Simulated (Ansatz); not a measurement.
Input:

GeRh$_{2}$:
```
CELL_PARAMETERS angstrom
      5.41734     0.00000     0.00000
      0.00000     4.00154     0.00000
      0.00000     0.00000     7.57719
ATOMIC_POSITIONS crystal
  Ge 0.29013 0.75000 0.60402
  Ge 0.70987 0.25000 0.39598
  Ge 0.20987 0.25000 0.10402
  Ge 0.79013 0.75000 0.89598
  Rh 0.96933 0.75000 0.20668
  Rh 0.03067 0.25000 0.79332
  Rh 0.53067 0.25000 0.70668
  Rh 0.46933 0.75000 0.29332
  Rh 0.83660 0.75000 0.56933
  Rh 0.16340 0.25000 0.43067
  Rh 0.66340 0.25000 0.06933
  Rh 0.33660 0.75000 0.93067
```

This is the PBEsol-relaxed structure.

**Question.** All from PBEsol in the plane-wave PAW code Ansatz, unless another level is named. Give the electronic character.

**Answer.** metallic (no gap).

**Question.** Next, the density of states at the Fermi level?

**Answer.** 0.89 states/eV per atom (mean over ±0.08 eV).

**Question.** Predict the formation energy from the elements (no fitted shifts).

**Answer.** -0.49 eV/atom.

Space group Pnma. The workflow started from an entry of the Crystallography Open Database (COD). Whether it is the stable phase at ambient conditions was not checked. The cell was relaxed with PBEsol under the symmetry of its start; its stability against distortions is not shown here. No spin polarisation was allowed. The references are the lowest solids computed at this level, not always the standard phases. Spin–orbit coupling is left out wherever it is not named.

Potentials: the later of the program's two PAW sets.
